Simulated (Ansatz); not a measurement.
This run works on a generated trial structure, not on a known crystal.

Input and command of a plane-wave DFT calculation in Ansatz:

```yaml
crystal:
  lattice:
    - [3.76589655, 0.0, 0.0]
    - [-1.88294828, 3.26136208, 0.0]
    - [0.0, 0.0, 8.09314917]
  atoms:
    - { symbol: Na, position: [0.66666667, 0.33333333, 0.5] }
    - { symbol: Lu, position: [0.0, 0.0, 0.20769344] }
    - { symbol: Lu, position: [0.0, 0.0, 0.79230656] }
    - { symbol: Pd, position: [0.33333333, 0.66666667, 0.0] }
    - { symbol: Pd, position: [0.66666667, 0.33333333, 0.0] }
basis:
  ecutwfc: 420
kpoints:
  mp_grid: { grid: [6, 6, 2] }
hamiltonian:
  xc: pbe
scf:
  occupations: { method: gaussian, width: 0.1 }
  lower_state_search: "off"
output:
  forces: true
  stress: true
  eigenvalues: true
relax:
  adjacent_minimum: "off"
  f_tol: 0.04
  max_steps: 70
  cell: { stress_tol: 0.4 }
```

```bash
ansatz run input.yaml --threads 1 --pin off --max-ram 2560MiB --backend cpu --events-out ev --progress --plain --runs-dir out
```

Processor: Arm Neoverse V2, 1 thread, on a host shared with other jobs.

Problem. How long does it run, and how much memory does it take?

Solution. About 2.3 min, peak memory 0.41 GiB. It solves 57 bands at 14 k points (after reduction by symmetry) with about 2915 plane waves (on the last cell), in 103 SCF iterations over 11 ionic steps.
